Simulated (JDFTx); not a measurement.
```yaml
surface: Be(0001)
bulk: Be, P6_3/mmc, lattice of mp-87 (not re-optimised)
slab: 6 atoms in 6 planes, 1x1, 9.1 Å between the outermost planes
in-plane cell: 2.265 × 2.265 Å, 4.44 Å²
cell_height: 24.9 Å
sampling: 10×10×1 k mesh, Fermi smearing 0.01 Ha, no spin polarisation
```

Method: PBE, GBRV ultrasoft potentials, plane waves to 20/100 Ha, in a modified build of JDFTx. Liquid: linear PCM (GLSSA13), water, 0.5 M KF. Between zero charge and -0.71 V from it the run gives σ = -8.5 μC/cm², a mean capacitance of 12.0 μF/cm². The liquid has ε = 78.4, a 1:1 salt at 0.5 M with linear (Debye) response, and T = 298 K.

A calculation by hand: the Debye length, the diffuse-layer capacitance, and the inner capacitance that is left when the two stand in series.

Each ion has density c = 0.5 × 6.022×10⁻⁴ = 3.011e-04 Å⁻³. λ² = ε kT / (8π (e²/4πε₀) c) with kT = 0.02568 eV and e²/4πε₀ = 14.40 eV Å gives λ = 4.30 Å; the log prints 4.30 Å. C_diffuse = ε₀ε/λ = 161 μF/cm². Then 1/C_inner = 1/12.0 − 1/161, so C_inner = 13.0 μF/cm², which equals a vacuum gap of ε₀/C_inner = 0.68 Å. The diffuse layer takes 7 % of the potential drop; the rest lies between the electrode's charge and the onset of the dielectric, with the electrode's own (quantum) capacitance in it. The split is a model: in the calculation solvent and ions share one smooth cavity.
